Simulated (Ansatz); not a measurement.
TlCr5S8 in space group C2/m (No. 12; Pearson symbol mS28), PBEsol (plane waves, PAW; program Ansatz), all energies at zero smearing, with the estimated change up to a 700 eV cutoff added, with one set of potentials and settings (totals compare only within such a set). Cell of 14 atoms (5 Cr, 1 Tl, 8 S): -35130.327 eV.

```
element                reference phase  E (eV/atom)
-------  -----------------------------  -----------
Cr          Im-3m, 1 atoms in the cell   -3349.1978
Tl       P6_3/mmc, 2 atoms in the cell  -11295.6741
S           Fddd, 32 atoms in the cell    -884.8920
```

Formation energy per atom, worked out: (-35130.327 − 5×(-3349.1978) − 1×(-11295.6741) − 8×(-884.8920))/14 = -0.681 eV/atom (-66 kJ per mol of atoms), at 0 K, without zero-point energy or fitted corrections.

The first step of the workflow began from a Materials Project structure, measured or hypothetical; the Crystallography Open Database copy checked does not list it. Its standing as an ambient phase is unchecked. The cell was relaxed with PBEsol under the symmetry of its start; whether a distortion lowers the energy is not shown. Spin order of the final state: ferromagnetic, the only order run, not a proven ground state. The program gave a warning on the electronic state, which may not be the lowest. No Hubbard U is applied. The references are the lowest solids computed at this level, not always the standard phases. Spin–orbit coupling is left out wherever it is not named.

Potentials: the later of the program's two PAW sets.
